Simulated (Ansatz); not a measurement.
A geometry of Al2Cu away from equilibrium: the start of the relaxation of a relaxed Al2Cu cell shaken by Gaussian noise of σ = 0.08 Å a coordinate. These are PBEsol (plane waves to 420 eV, PAW, scalar-relativistic; Ansatz, a first-principles code) values and carry that method's errors. Γ-centred k-mesh 5×5×5 on the run's cell (coarser than for final values), Fermi–Dirac smearing 0.05 eV.

```xyz
9
Lattice="-4.5120 4.5120 4.5120 4.5120 -4.5120 4.5120 4.5120 4.5120 -4.5120" Properties=species:S:1:pos:R:3:forces:R:3 pbc="T T T" free_energy=-22904.891 pressure_GPa=0.2
Al     2.1497     4.4287    -0.0840    2.1629   -0.0338    0.0697
Al     2.1944    -0.0033     4.4458    0.8899    0.0055    0.0101
Al     0.0111     2.2818     4.5211   -0.0483   -0.8559   -0.0367
Al     4.5387     2.1987    -0.0238   -0.0404    0.4361   -0.0275
Al     4.4405    -0.0229     2.1847   -0.0094    0.0021    0.8201
Al    -0.1746     4.4674     2.2326    0.1094    0.0173   -0.1160
Cu     4.4582    -0.0079     0.0100   -0.0677   -0.1507   -0.9823
Cu     0.0541     4.5135    -0.0653   -2.2565    0.0477    0.3031
Cu    -0.0248    -0.0602     4.5347   -0.7401    0.5316   -0.0406
```

Positions in Å, forces in eV/Å, free energy of the cell in eV (comparable only within this code, potentials and settings). Largest force: 2.28 eV/Å, on Cu8 (atoms numbered as listed); the geometry lies 0.03 eV/atom above the end of its relaxation.

No spin polarisation in the result.

The end of the path is a generated cell of Al2Cu: the first start was made by a random draw of sites in a space group, and the end was not matched to a known phase here, so it may be hypothetical. Known forms of Al2Cu include space group No. 140.
